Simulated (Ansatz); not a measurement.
**ZrTi₅C₆: stable or not**

The structure comes from a generated guess, relaxed at this level; another structure or a mixture of phases may lie lower.

Level of theory: DFT PBE, scalar-relativistic, plane waves, PAW (Ansatz). Settings of the last relaxation (12-atom cell): 420 eV, 12×8×4 k points, Gaussian smearing of 0.10 eV, no spin polarisation.

```
CELL_PARAMETERS angstrom
3.11258 0.00000 0.00000
0.00000 4.41112 0.00000
0.00000 0.00000 9.34002
ATOMIC_POSITIONS crystal
Zr 0.00000 0.00000 0.00000
Ti 0.00000 0.00000 0.66196
Ti 0.50000 0.50000 0.82731
Ti 0.50000 0.50000 0.17269
Ti 0.00000 0.00000 0.33804
Ti 0.50000 0.50000 0.50000
C 0.00000 0.50000 0.66394
C 0.50000 0.00000 0.82230
C 0.00000 0.50000 0.00000
C 0.50000 0.00000 0.17770
C 0.00000 0.50000 0.33606
C 0.50000 0.00000 0.50000
```

Formation energies are uncorrected and refer to the elements' standard structures at the same level.

Task: These tests were run: energy against the elements; random kick, then relaxation without symmetry; phonons at Γ. What do they show?

Result:

| test | result |
| --- | --- |
| energy against the elements | −0.79 eV/atom |
| random kick, then relaxation without symmetry | returns |
| phonons at Γ | lowest optical mode 167 cm⁻¹ |

It fails none of these tests. Whether a mixture of other phases lies lower isn't tested here. Phonons away from Γ weren't computed.

The reference form of C is held partly by dispersion forces, which this level lacks. The kick test ran on a coarse mesh. The run for the phonons used a 12×8×4 k mesh and Fermi–Dirac smearing of 0.15 eV.
